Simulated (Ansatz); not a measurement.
The start is a relaxed Ga2Cu cell with every coordinate shifted by Gaussian noise of σ = 0.2 Å. Cell shape, volume and atoms are optimised at zero target pressure with PBEsol (plane waves to 420 eV, PAW, scalar-relativistic; Ansatz, a first-principles code). The first steps use a coarse 12×12×6 k-mesh.

Starting cell:
```
CELL_PARAMETERS angstrom
      2.80259     0.00000     0.00000
      0.00000     2.80259     0.00000
      0.00000     0.00000     5.74255
ATOMIC_POSITIONS crystal
  Ga 0.39879 0.60233 0.27541
  Ga 0.44187 0.43034 0.70318
  Cu 0.03637 0.88531 0.99308
```

Task: How large is the pressure on the unrelaxed cell, and of which sign?

Result: +8.0 GPa (positive: the cell is compressed).

Task: By how much does the energy per atom fall from start to end?

Result: 0.23 eV/atom.

Task: Does it find its way back to the structure it was made from?

Result: The parent structure is recovered, P4/mmm (No. 123).

Task: How do the shortest distances between atoms change?

Result: The closest pairs of elements (up to four, under 3.6 Å), start → end: Cu–Ga 2.07 → 2.57 Å; Ga–Ga 2.51 → 2.49 Å; Cu–Cu 2.80 → 2.80 Å.

Task: Is the relaxed structure metallic? Give its gap.

Result: Zero (metallic).

Final values are on a 17×17×8 k-mesh of the relaxed cell. No spin polarisation in the result.
